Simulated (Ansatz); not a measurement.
**Ti: two-dimensional strain map**

Computed with DFT r2SCAN, scalar-relativistic, plane waves, PAW (Ansatz 0.2.0). The runs took a 500 eV cutoff, a Γ-centred 20×20×20 mesh and Gaussian smearing (0.15 eV). No spin polarisation. Energies are free energies at this smearing, counted from the undisturbed cell; pressure is positive in compression.

The starting cell (as given, not relaxed at this level; it stands at -2.8 GPa; this bcc form isn't the usual structure):

```
Ti
1.0
    -1.64100    1.64100    1.64100
     1.64100   -1.64100    1.64100
     1.64100    1.64100   -1.64100
Ti
1
Direct
  0.00000 0.00000 0.00000
```

The cell is strained by p along both x and y and by q along z, fractional coordinates fixed. Points are written (p, q).

Energy above the undisturbed cell in meV/atom (a dash: not computed):

```
 p \ q  -0.030  -0.015  0.000  0.015  0.030
-0.030    21.5    10.5    1.9   -4.3   -8.4
-0.015     2.6    -2.0   -4.4   -4.6   -2.9
 0.000    -5.4    -3.7    0.0    5.6   12.8
 0.015    -3.5     4.3   13.9   25.1   37.8
 0.030     7.6    21.1   36.4   53.0   70.9
```

Pressure in GPa:

| p \ q | -0.030 | -0.015 | 0.000 | 0.015 | 0.030 |
| --- | --- | --- | --- | --- | --- |
| -0.030 | 8.0 | 5.9 | 4.1 | 2.3 | 0.7 |
| -0.015 | 4.0 | 2.1 | 0.4 | -1.2 | -2.7 |
| 0.000 | 0.5 | -1.2 | -2.8 | -4.3 | -5.6 |
| 0.015 | -2.7 | -4.2 | -5.7 | -7.0 | -8.2 |
| 0.030 | -5.5 | -6.9 | -8.2 | -9.4 | -10.5 |